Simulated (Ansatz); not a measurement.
Thermal properties of Cd4SeS3 from its phonons

The calculation used DFT PBE, scalar-relativistic, plane waves, PAW (Ansatz). Settings: 420 eV plane-wave cutoff, Γ-centred 6×6×2 mesh, fixed occupations. No spin polarisation. Phonons by linear response, acoustic sum rule imposed.

Equilibrium structure at this level:
```cif
data_structure
_symmetry_space_group_name_H-M 'P3m1'
_symmetry_Int_Tables_number 156
_cell_length_a 4.2418
_cell_length_b 4.2418
_cell_length_c 13.8260
_cell_angle_alpha 90.000
_cell_angle_beta 90.000
_cell_angle_gamma 120.000
_cell_volume 215.44
loop_
_atom_site_label
_atom_site_type_symbol
_atom_site_symmetry_multiplicity
_atom_site_Wyckoff_symbol
_atom_site_fract_x
_atom_site_fract_y
_atom_site_fract_z
_atom_site_occupancy
Cd1 Cd 1 b 0.33333 0.66667 0.00478 1
Cd2 Cd 1 b 0.33333 0.66667 0.49424 1
Cd3 Cd 1 c 0.66667 0.33333 0.24951 1
Cd4 Cd 1 c 0.66667 0.33333 0.76044 1
Se1 Se 1 b 0.33333 0.66667 0.68844 1
S1 S 1 b 0.33333 0.66667 0.19088 1
S2 S 1 c 0.66667 0.33333 0.43563 1
S3 S 1 c 0.66667 0.33333 0.94609 1
```

The cell was found from a structure generator's guess, not taken from experiment. The q mesh is coarse, so values between its points are rough. Modes under 40 cm⁻¹ are poorly fixed.

Force constants from linear response on a 2×2×1 q mesh, interpolated to a fine mesh.

Phonon density of states, in bins of 5 cm⁻¹:
```
bin centre (cm⁻¹)  share of modes (%)
              2.5                 0.0
              7.5                 0.1
             12.5                 0.2
             17.5                 0.3
             22.5                 0.6
             27.5                 0.9
             32.5                 1.8
             37.5                 4.6
             42.5                 4.1
             47.5                 4.1
             52.5                 4.4
             57.5                 3.4
             62.5                 2.6
             67.5                 2.2
             72.5                 2.9
             77.5                 1.4
             82.5                 0.9
             87.5                 0.6
             92.5                 0.4
             97.5                 0.6
            102.5                 0.8
            107.5                 1.1
            112.5                 1.8
            117.5                 2.4
            122.5                 4.1
            127.5                 2.9
            132.5                 0.7
            137.5                 0.0
            142.5                 0.0
            147.5                 0.0
            152.5                 0.0
            157.5                 0.0
            162.5                 0.0
            167.5                 1.0
            172.5                 4.6
            177.5                 3.1
            182.5                 2.4
            187.5                 1.3
            192.5                 0.0
            197.5                 0.0
            202.5                 0.0
            207.5                 0.0
            212.5                 0.1
            217.5                 0.7
            222.5                 1.8
            227.5                 2.8
            232.5                 3.5
            237.5                 4.7
            242.5                 5.1
            247.5                 2.8
            252.5                 3.5
            257.5                 2.6
            262.5                 2.3
            267.5                 4.7
            272.5                 2.7
            277.5                 0.2
```

Q: What is the zero-point energy per atom?

A: 28.0 meV.

Q: How large are the vibrational entropy and heat capacity at 300 K?

A: S = 4.73 k_B and C_V = 2.84 k_B per atom, 95 % of the Dulong–Petit value.

Q: Tabulate them against temperature.

A:
```
T (K)  F_vib (meV/atom)  S (k_B/atom)  C_V (k_B/atom)
  100              20.4          1.96            2.01
  200              -4.1          3.61            2.66
  300             -40.3          4.73            2.84
  400             -84.7          5.55            2.91
  500            -135.5          6.21            2.94
  600            -191.4          6.74            2.96
  700            -251.5          7.20            2.97
  800            -315.3          7.60            2.98
  900            -382.3          7.95            2.98
 1000            -452.2          8.26            2.98
```
